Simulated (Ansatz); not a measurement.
## Deforming ZrHg₃

```yaml
crystal:
  lattice:
    - [4.36520, 0.00000, 0.00000]
    - [0.00000, 4.36520, 0.00000]
    - [0.00000, 0.00000, 4.36520]
  atoms:
    - { symbol: Zr, position: [0.00000, 0.00000, 0.00000] }
    - { symbol: Hg, position: [0.00000, 0.50000, 0.50000] }
    - { symbol: Hg, position: [0.50000, 0.00000, 0.50000] }
    - { symbol: Hg, position: [0.50000, 0.50000, 0.00000] }
```

Atom numbers follow the list: Zr1, Hg2, Hg3, Hg4.

The cell is COD entry 1522700, as deposited and not checked against the literature; nothing was relaxed.

Spin–orbit coupling is left out, though it moves levels of the heavy atoms by tenths of an eV or more.

Level of theory: DFT, PBEsol, all-electron LAPW, scalar-relativistic (Ansatz 0.2.0).

The runs use a Γ-centred 8×8×8 k mesh, Fermi–Dirac smearing of 0.05 eV, basis error target 0.5 meV/atom, no spin polarisation.

The unchanged cell is at -0.24 GPa.

In a metal, stresses and small energies carry noise from the k mesh.

x, y and z are the Cartesian axes of the cell as listed; fractional coordinates follow a strain, and an engineering shear is twice the off-diagonal strain component.

With equal xy, yz and zx engineering shear strains of -2 %: energy change +4 meV/atom; stress change (xx, yy, zz, yz, xz, xy) 0.13, 0.13, 0.13, 0.91, 0.91, 0.91 GPa, compression positive.

With equal xy, yz and zx engineering shear strains of -1 %: energy change under 1 meV/atom; stress change (xx, yy, zz, yz, xz, xy) 0.03, 0.03, 0.03, 0.45, 0.45, 0.45 GPa, compression positive.

Q: With this change (equal xy, yz and zx engineering shear strains of +1 %), what becomes of the energy and stress?

A: Energy change under 1 meV/atom; stress change (xx, yy, zz, yz, xz, xy) 0.03, 0.03, 0.03, -0.47, -0.47, -0.47 GPa, compression positive.

With equal xy, yz and zx engineering shear strains of +2 %: energy change +4 meV/atom; stress change (xx, yy, zz, yz, xz, xy) 0.14, 0.14, 0.14, -0.96, -0.96, -0.96 GPa, compression positive.
